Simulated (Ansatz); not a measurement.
An elastic tensor (GPa, Voigt order, standard axes) from PBEsol in the plane-wave PAW code Ansatz:

```
 134  49.1  49.1   0.0   0.0   0.0
49.1   134  49.1   0.0   0.0   0.0
49.1  49.1   134   0.0   0.0   0.0
 0.0   0.0   0.0  34.4   0.0   0.0
 0.0   0.0   0.0   0.0  34.4   0.0
 0.0   0.0   0.0   0.0   0.0  34.4
```

**Question.** Which compound is it?
A. GaP, rock salt
B. BaO, rock salt
C. CoC, rock salt
D. Mg2SnO4, spinel

**Answer.** B, BaO, rock salt

Space group Fm-3m (rock salt). The cell was relaxed with PBEsol under the symmetry of its start. Spin–orbit coupling is left out wherever it is not named.

Potentials: the earlier of the program's two PAW sets. The files were generated under PBE; for other functionals the program regenerates the frozen cores, and for LDA and PBEsol the local potential too.
